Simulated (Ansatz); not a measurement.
The start is a relaxed Fe cell, doubled along one cell vector, shaken by Gaussian noise of σ = 0.08 Å a coordinate. The cell and all atomic positions are relaxed at zero pressure with PBE (plane waves to 420 eV, PAW, scalar-relativistic; Ansatz, an electronic-structure program). The first steps use a coarse 8×16×16 k-mesh.

Starting cell:
```
Fe
1.0
   -2.83160     2.83160     2.83160
    1.41580    -1.41580     1.41580
    1.41580     1.41580    -1.41580
Fe
2
Direct
  0.98879   0.98217   0.00681
  0.50721   0.97257   0.01725
```
Spin-polarised start, with parallel moments on Fe.

Question: Which atoms feel the largest initial force, and how large is it?

Answer: 0.81 eV/Å, on Fe1, Fe2 (atoms numbered as listed).

Question: How much energy is released per atom?

Answer: 0.02 eV/atom.

Question: Is the parent structure recovered?

Answer: It returns to the parent structure, Im-3m (No. 229).

Question: How do the shortest distances between atoms change?

Answer: The closest pairs of elements (up to four, under 3.6 Å), start → end: Fe–Fe 2.36 → 2.45 Å.

Question: What magnetic moments remain?

Answer: Net 2.17 μB/atom, ferromagnetic.

The end point of the relaxation:

Space group Im-3m (No. 229); a = b = c = 2.8316 Å, α = β = γ = 90.00°

```json
[
 {"atom": "Fe", "site": "2a", "symmetry": "m-3m", "x": "0.0000", "y": "0.0000", "z": "0.0000"}
]
```
(The calculation used a cell of 1 atom; values per cell refer to that cell.)

Final values are on a 23×23×23 k-mesh of the relaxed cell. Spin state reached: ferromagnetic (net 2.17 μB/atom), from parallel starting moments; other spin orders were not run from this start.

The run could not lose the symmetry of its start.
